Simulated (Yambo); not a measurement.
G0W0@PBEsol for BeS (zinc blende, space group F-43m, No. 216) in Yambo. Reference settings: 6×6×6 Γ-centred k mesh, bands 2 to 62 and a 10 Ry block in the screening, 62 bands in G with the Bruneval-Gonze terminator, plasmon pole fitted at 27.2 eV. The PBEsol gap Γ → X on this mesh is 2.92 eV; G0W0 gaps are taken between the same points.

```json
[
 {"change from the reference": "reference settings", "G0W0 gap Γ → X (eV)": "4.56", "shift of the valence edge (eV)": "-1.19"},
 {"change from the reference": "12 bands in W, 12 bands in G, 2 Ry block", "G0W0 gap Γ → X (eV)": "4.50", "shift of the valence edge (eV)": "-0.48"},
 {"change from the reference": "exchange cut at 10 Ry", "G0W0 gap Γ → X (eV)": "4.56", "shift of the valence edge (eV)": "-1.15"},
 {"change from the reference": "22 bands in W, 22 bands in G, 4 Ry block", "G0W0 gap Γ → X (eV)": "4.43", "shift of the valence edge (eV)": "-0.81"},
 {"change from the reference": "exchange cut at 5 Ry", "G0W0 gap Γ → X (eV)": "[?]", "shift of the valence edge (eV)": "-0.83"},
 {"change from the reference": "12 bands in W, 12 bands in G", "G0W0 gap Γ → X (eV)": "4.65", "shift of the valence edge (eV)": "-0.61"},
 {"change from the reference": "12 bands in W, 12 bands in G, no terminator", "G0W0 gap Γ → X (eV)": "4.53", "shift of the valence edge (eV)": "-0.15"},
 {"change from the reference": "22 bands in W, 22 bands in G, 2 Ry block", "G0W0 gap Γ → X (eV)": "[?]", "shift of the valence edge (eV)": "-0.68"}
]
```

Estimate the withheld gaps from the other rows; the computed values follow.


- exchange cut at 5 Ry, G0W0 gap Γ → X (eV): 4.35
- 22 bands in W, 22 bands in G, 2 Ry block, G0W0 gap Γ → X (eV): 4.30

The reference isn't shown to be the converged limit.

Geometry relaxed with PBEsol; primitive cell a = b = c = 3.422 Å, α = β = γ = 60.00°.

A shift is the quasiparticle energy of the state minus its PBEsol energy.
